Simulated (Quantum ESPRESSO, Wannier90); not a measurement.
## Wannier functions of TlCl (CsCl type)

```
begin unit_cell_cart
ang
    3.8374700000    0.0000000000    0.0000000000
    0.0000000000    3.8374700000    0.0000000000
    0.0000000000    0.0000000000    3.8374700000
end unit_cell_cart
begin atoms_frac
Tl   0.0000000000  0.0000000000  0.0000000000
Cl   0.5000000000  0.5000000000  0.5000000000
end atoms_frac
```

Materials Project entry mp-23167; symmetrised, unrelaxed at this level. COD (Crystallography Open Database) has an entry of this formula and space group (matched by these alone). Method: PBEsol plane waves in Quantum ESPRESSO 7.5 (PseudoDojo norm-conserving files, 50 Ry, no spin polarisation, no spin-orbit coupling), Bloch states on a 8×8×8 mesh through Γ, Wannier90 4.0.1. Density: 8×8×8 mesh, cold smearing 0.01 Ry. Spin-orbit coupling is left out although heavy elements are present.

Functional, cutoff and mesh named above are those of the base row (PBEsol); the first column says what each row takes instead. Model: 8 functions from bands 1,7-20, start hydrogen-like Tl: s;p; Cl: s;p, disentangled but not localised (num_iter = 0), frozen window tied to the conduction edge or Fermi level of each row, as listed, which moves Ω_I and hoppings a little by itself. Energies are relative to the valence-band maximum; the misfit is to pw.x on a path, for states up to 2.9 eV relative to the valence-band maximum. The functional changes, each with its own PseudoDojo files and their cutoffs, on the same cell. The disentangled Ω_I can sit in another minimum from row to row.

```tsv
functional	frozen to (eV)	Ω_I (Å²)	rms misfit (meV)	gap (eV)	bottom of band 1 (eV)	on-site Tl1 pz minus Tl1 s (eV)	hopping modulus Tl1 pz – Tl1 pz, R = 0 0 1 (eV)	hopping modulus Tl1 s – Tl1 pz, R = 0 0 1 (eV)	hopping modulus Tl1 s – Tl1 s, R = 0 0 1 (eV)
LDA	3.38	10.51	2.7	1.87	-13.66	8.15	1.104	0.482	0.163
PBE	3.59	10.45	2.7	2.09	-13.76	8.20	1.096	0.481	0.160
PBEsol	3.45	10.55	2.7	1.95	-13.75	8.14	1.107	0.485	0.163
```
